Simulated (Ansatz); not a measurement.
Notes on CoNiTe

```xyz
6
Lattice="5.1554 0.0000 0.0000 0.0000 4.9674 0.0000 0.0000 0.0000 8.6951" Properties=species:S:1:pos:R:3 pbc="T T T"
Ni    0.0000    0.0000    4.7806
Ni    2.5777    2.4837    3.9145
Te    0.0000    0.0000    0.1104
Te    2.5777    2.4837    8.5847
Co    0.0000    2.4837    2.3694
Co    2.5777    0.0000    6.3257
```

The numbers come from plane-wave PAW DFT (Ansatz): r2SCAN, with U_eff = 4.36 eV on Co d, U_eff = 2.41 eV on Ni d (all-electron-ortho-atomic projectors), spin-orbit coupling, 500 eV, 4×4×2 Γ-centred k points, fermi-dirac occupations (width 0.1 eV). Nothing was relaxed.

Magnetic state (reached from a saved solution, and it need not be the lowest): Ni1 along (0.00, 0.00, 1.00), Ni2 along (0.00, 0.00, 1.00), Co5 along (0.00, 0.00, 1.00), Co6 along (0.00, 0.00, 1.00).

Electronic structure: It is a metal, with about 3.1 states/eV a cell as the mean within 0.25 eV of the Fermi level, mostly Te p (44 %), Co s (20 %) and Ni s (15 %).
Moments: Ni1 1.09, Ni2 1.09, Co5 2.09, Co6 2.09 μB of spin moment in Bader basins; net size 6.33 μB a cell.
Stress: The pressure is -8.6 GPa (compression positive), so with the atoms held at these fractions the cell would first shrink. The principal stresses -9.4, -8.3, -8.0 GPa differ, so its shape would change too.
Forces: The largest is on Te3 (and as large on other atoms): 0.25 eV/Å, components (0.00, 0.00, -0.25). It makes 132° with the line to a nearest neighbour, Co5 at 3.36 Å.

Origin: a known structure type with other elements, at an estimated volume, so it need not be a known compound. Caveats: the k mesh is coarse if the cell is a metal.
